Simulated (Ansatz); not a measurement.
## HfZr₂Te₆: phonons across the zone

The calculation used DFT PBE, scalar-relativistic, plane waves, PAW (Ansatz). Plane waves to 420 eV; Γ-centred k mesh 12×12×2; Fermi-Dirac smearing of 0.15 eV. No spin polarisation. Phonons by linear response, acoustic sum rule imposed.

The cell, relaxed at this level:
```yaml
crystal:
  lattice:
    - [3.96541, 0.00000, 0.00000]
    - [-1.98271, 3.43415, 0.00000]
    - [0.00000, 0.00000, 21.25059]
  atoms:
    - { symbol: Zr, position: [0.00000, 0.00000, 0.83443] }
    - { symbol: Zr, position: [0.00000, 0.00000, 0.16557] }
    - { symbol: Hf, position: [0.00000, 0.00000, 0.50000] }
    - { symbol: Te, position: [0.33333, 0.66667, 0.91942] }
    - { symbol: Te, position: [0.33333, 0.66667, 0.25060] }
    - { symbol: Te, position: [0.33333, 0.66667, 0.58373] }
    - { symbol: Te, position: [0.66667, 0.33333, 0.08058] }
    - { symbol: Te, position: [0.66667, 0.33333, 0.41627] }
    - { symbol: Te, position: [0.66667, 0.33333, 0.74940] }
```

It was reached by relaxing an invented guess, and it needn't be the stable form of this composition. In a metal, frequencies and elastic constants depend on the k mesh and the smearing, soft modes and shear constants most. Spin–orbit coupling is left out, which matters for heavy elements. The q mesh is coarse, so values between its points are rough. No dispersion correction is applied, so modes and constants that involve weak contacts between layers, chains or molecules come out too soft.

Force constants from linear response on a 2×2×1 q mesh.

(1) Is the structure dynamically stable on this mesh?

(2) Give the frequencies (cm⁻¹; i marks imaginary ones) at the irreducible q points, in fractions of the reciprocal vectors.

Results:

(1) Yes, on this mesh: no mode is imaginary.

(2)
```csv
q,star,frequencies
0.000 0.000 0.000,1,0 0 0 11 11 13 13 16 19 95 95 95 95 95 95 98 98 114 114 114 114 132 133 137 175 207 211
0.000 -0.500 0.000,3,56 58 64 66 72 73 79 85 89 90 91 92 100 100 102 117 117 120 129 130 134 136 153 154 162 198 200
```
